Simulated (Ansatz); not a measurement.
Structure: LiTlS2 as one 4-atom ordering (P-4m2) on the zincblende lattice, at its r2SCAN minimum. It is tetragonal, P-4m2 (No. 115); a = 4.067 Å, c = 5.719 Å in the conventional setting, 23.65 Å³ an atom. Li is surrounded by 4 S at 2.42 Å; S is surrounded by 2 Li at 2.42 Å and 2 Tl at 2.55 Å; Tl is surrounded by 4 S at 2.55 Å.

```
Li S Tl
1.0
     4.06677    0.00000    0.00000
     0.00000    4.06677    0.00000
     0.00000    0.00000    5.71878
Li S Tl
1 2 1
Direct
  0.00000 0.00000 0.00000
  0.00000 0.50000 0.23090
  0.50000 0.00000 0.76910
  0.50000 0.50000 0.50000
```

4 runs of the plane-wave code Ansatz on this cell differ in the functional (and in the settings that go with it). Levels are in eV from each run's valence top; v1 is the last filled band, c1 the first empty one.

Run A, mean stress +1.4 GPa (compression positive):
```tsv
point	v2	v1	c1	c2
Γ	0.00	0.00	0.93	3.72
X	-0.94	-0.45	2.63	5.92
M	-1.70	-1.10	2.18	3.73
Z	-0.65	-0.65	2.44	3.95
R	-0.54	-0.44	1.35	5.47
A	-1.62	-1.44	3.50	5.57
```

Run B, mean stress -0.5 GPa (compression positive):
```tsv
point	v2	v1	c1	c2
Γ	0.00	0.00	1.79	4.63
X	-0.90	-0.58	3.67	6.99
M	-1.79	-1.29	3.16	4.64
Z	-0.72	-0.72	3.42	4.89
R	-0.60	-0.58	2.27	6.52
A	-1.87	-1.67	4.65	6.60
```

Run C, mean stress -1.4 GPa (compression positive):
```tsv
point	v2	v1	c1	c2
Γ	0.00	0.00	2.61	5.52
X	-0.92	-0.62	4.58	7.95
M	-1.84	-1.35	4.01	5.52
Z	-0.75	-0.75	4.31	5.82
R	-0.63	-0.61	3.12	7.52
A	-1.95	-1.75	5.59	7.53
```

Run D, mean stress -0.7 GPa (compression positive):
```tsv
point	v2	v1	c1	c2
Γ	0.00	0.00	2.45	5.33
X	-0.91	-0.60	4.40	7.71
M	-1.81	-1.32	3.87	5.33
Z	-0.74	-0.74	4.15	5.59
R	-0.61	-0.60	2.96	7.23
A	-1.91	-1.71	5.40	7.32
```

**Question.** Match the runs to PBE, HSE06, PBE0, r2SCAN0.

**Answer.** A is PBE, B is HSE06, C is r2SCAN0, D is PBE0. In order of the gap: PBE 0.93, HSE06 1.79, PBE0 2.45, r2SCAN0 2.61 eV.

Spin-unpolarised throughout. Whether this structure exists isn't addressed.

Spin-orbit coupling is left out; in compounds of Pb, Bi, Tl or Hg it can lower a gap by up to about 1 eV, split its edges or invert the bands.

The program warns that its thresholds are loose for a hybrid's stress.

The meshes of the hybrids are coarse, so their gaps aren't converged to the digits shown.
